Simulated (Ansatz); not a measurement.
## Data sheet: CuI (DFT)

CuI:
```xyz
6
Lattice="4.4702 0.0000 0.0000 -2.2351 3.8713 0.0000 0.0000 0.0000 10.2268" Properties=species:S:1:pos:R:3 pbc="T T T"
Cu     1.3116     0.0000     3.4089
Cu    -0.6558     1.1358     6.8178
Cu     1.5793     2.7355     0.0000
I      2.4018     0.0000     8.5223
I     -1.2009     2.0800     1.7045
I      1.0342     1.7913     5.1134
```

Space group P3_121 (No. 152); conventional cell a = b = 4.4702 Å, c = 10.2268 Å, α = β = 90.00°, γ = 120.00°.

Method: plane-wave PAW PBE (Ansatz code). Structure relaxed to zero pressure with the same functional. Other levels are named where they apply.

**Cell and energy**

- Volume per atom = 29.50 Å³
- Density = 5.36 g/cm³
- Formation energy from the elements (no fitted shifts) = 1.0 kJ/mol of atoms

**Electronic structure**

Band gap: 1.65 eV (indirect)
Valence-band maximum: off the standard path, at k = (-0.099, 0.000, 0.344) in fractions of the reciprocal vectors
Conduction-band minimum: at Γ
Smallest direct gap on the standard path: 1.68 eV
Electron effective mass: 0.27, 0.35, 0.35 mₑ (principal values)
Hole effective mass: 0.96, 1.4, 4.5 mₑ (principal values)

**Magnetism**

* **Magnetic order**: non-magnetic (starting moments vanished)

The start of the workflow was typed in or built on a structure type; neither database checked (COD, Materials Project) lists it. It is not the phase usual at ambient conditions (space group No. 216). Symmetry was held in the PBE relaxation; whether a distortion lowers the energy is not shown. The workflow began spin-polarised and lost its moments. The volume moved by 15 % from the start of the relaxation. The references are the lowest solids computed at this level, not always the standard phases. Spin–orbit coupling is left out wherever it is not named.

Potentials: the later of the program's two PAW sets.
